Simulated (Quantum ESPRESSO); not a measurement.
## Band energies of SiC

```
SiC
1.0
    3.07662     0.00000     0.00000
   -1.53831     2.66443     0.00000
    0.00000     0.00000    15.09808
C Si
6 6
Direct
  0.00000   0.00000   0.87437
  0.00000   0.00000   0.37437
  0.33333   0.66667   0.70800
  0.66667   0.33333   0.20800
  0.66667   0.33333   0.54152
  0.33333   0.66667   0.04152
  0.33333   0.66667   0.83299
  0.66667   0.33333   0.33299
  0.66667   0.33333   0.66650
  0.33333   0.66667   0.16650
  0.00000   0.00000   0.49973
  0.00000   0.00000   0.99973
```

PBEsol (pw.x of Quantum ESPRESSO, ONCV potentials, no spin-orbit coupling); path ΓMKΓALHA,LM,KH; energies in eV from the valence-band maximum.

```csv
k (1/Å),point,band 20,band 21,band 22,band 23,band 24,band 25,band 26,band 27
0.00,Γ,-0.30,-0.30,-0.04,0.00,0.00,5.14,5.30,5.72
0.20,,-0.48,-0.45,-0.42,-0.12,-0.05,5.43,5.63,5.86
0.59,,-1.66,-1.16,-1.13,-0.71,-0.53,3.57,3.81,4.28
0.98,,-2.01,-1.75,-1.72,-1.45,-1.04,2.11,2.27,3.25
1.18,M,-2.29,-1.83,-1.80,-1.69,-1.11,1.92,2.11,3.11
1.63,,-3.43,-2.50,-2.35,-2.26,-1.82,2.95,3.66,4.14
1.86,K,-3.41,-3.20,-2.24,-2.09,-2.09,3.37,3.37,3.67
2.03,,-3.19,-2.78,-2.52,-2.15,-1.76,3.20,3.78,3.84
2.20,,-3.38,-2.95,-2.32,-1.74,-1.50,3.48,4.13,4.34
2.54,,-1.82,-1.81,-1.76,-1.31,-0.73,4.72,4.78,4.88
2.88,,-0.97,-0.92,-0.55,-0.39,-0.20,5.54,5.59,5.77
3.05,,-0.53,-0.48,-0.24,-0.09,-0.07,5.43,5.61,5.89
3.22,Γ,-0.30,-0.30,-0.04,0.00,0.00,5.14,5.30,5.72
3.22,A,-0.64,-0.10,-0.10,-0.10,-0.10,5.20,5.20,5.95
3.56,,-1.06,-0.65,-0.65,-0.30,-0.30,5.07,5.07,5.71
3.73,,-1.45,-0.87,-0.87,-0.57,-0.57,4.13,4.13,4.98
4.06,,-2.12,-1.57,-1.57,-1.10,-1.10,2.58,2.58,3.80
4.40,L,-2.38,-1.73,-1.73,-1.32,-1.32,1.96,1.96,3.33
4.57,,-2.71,-2.03,-2.03,-1.48,-1.48,2.41,2.41,3.82
4.91,,-3.34,-2.69,-2.69,-2.03,-2.03,3.53,3.53,4.17
5.08,H,-3.09,-2.67,-2.67,-2.29,-2.29,3.55,3.55,4.25
5.23,,-3.45,-2.42,-2.42,-2.20,-2.20,3.59,3.59,4.19
5.38,,-3.66,-2.29,-2.29,-1.85,-1.85,3.68,3.68,4.32
5.69,,-2.45,-2.33,-2.33,-1.01,-1.01,4.41,4.41,4.89
5.99,,-1.27,-1.05,-1.05,-0.54,-0.54,5.25,5.25,5.60
6.14,,-0.86,-0.63,-0.63,-0.33,-0.33,5.65,5.65,5.86
6.44,A,-0.64,-0.10,-0.10,-0.10,-0.10,5.20,5.20,5.95
6.44,L,-2.38,-1.73,-1.73,-1.32,-1.32,1.96,1.96,3.33
6.65,M,-2.29,-1.83,-1.80,-1.69,-1.11,1.92,2.11,3.11
6.65,K,-3.41,-3.20,-2.24,-2.09,-2.09,3.37,3.37,3.67
6.86,H,-3.09,-2.67,-2.67,-2.29,-2.29,3.55,3.55,4.25
```

The PBEsol gap is indirect, 1.92 eV, from Γ to M; the smallest direct gap is 3.03 eV.

Geometry of the Materials Project entry, not relaxed at this level.
